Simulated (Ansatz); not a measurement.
LiCaF3: changing the functional

```cif
data_structure
_symmetry_space_group_name_H-M 'P 1'
_symmetry_Int_Tables_number 1
_cell_length_a 3.7612
_cell_length_b 3.7612
_cell_length_c 3.7612
_cell_angle_alpha 90.000
_cell_angle_beta 90.000
_cell_angle_gamma 90.000
_cell_volume 53.21
loop_
_atom_site_label
_atom_site_type_symbol
_atom_site_fract_x
_atom_site_fract_y
_atom_site_fract_z
_atom_site_occupancy
Ca1 Ca 0.00000 0.00000 0.00000 1
F1 F 0.50000 0.00000 0.50000 1
F2 F 0.50000 0.50000 0.00000 1
F3 F 0.00000 0.50000 0.50000 1
Li1 Li 0.50000 0.50000 0.50000 1
```

The cell comes from a database or a generator and needn't be the stable form of this composition.

Kept alike: task projected density of states; k mesh 7 × 7 × 7; occupations fermi-dirac, width 0.05 eV; no spin polarisation. Program: Ansatz, Ansatz PAW. Cutoffs run from 420 to 500 eV. The mesh is that of the run's cell of 5 atoms. No spin-orbit coupling.

| functional | pressure (GPa) |
| --- | --- |
| BLYP | 1.55 |
| LDA | -9.41 |
| PBE | -0.01 |
| PBEsol | -4.15 |
| RPBE | 4.76 |
| r2SCAN | -4.38 |
| revPBE | 3.68 |

Pressure is positive in compression, with a Pulay correction for the finite cutoff. All rows use potentials made for PBE.

The pressure runs from -9.41 (LDA) to 4.76 GPa (RPBE). From PBE: BLYP +1.56; LDA -9.40; PBEsol -4.14; RPBE +4.77; r2SCAN -4.37; revPBE +3.69. A positive pressure means that the functional's own cell is larger than the one given, a negative one that it is smaller.
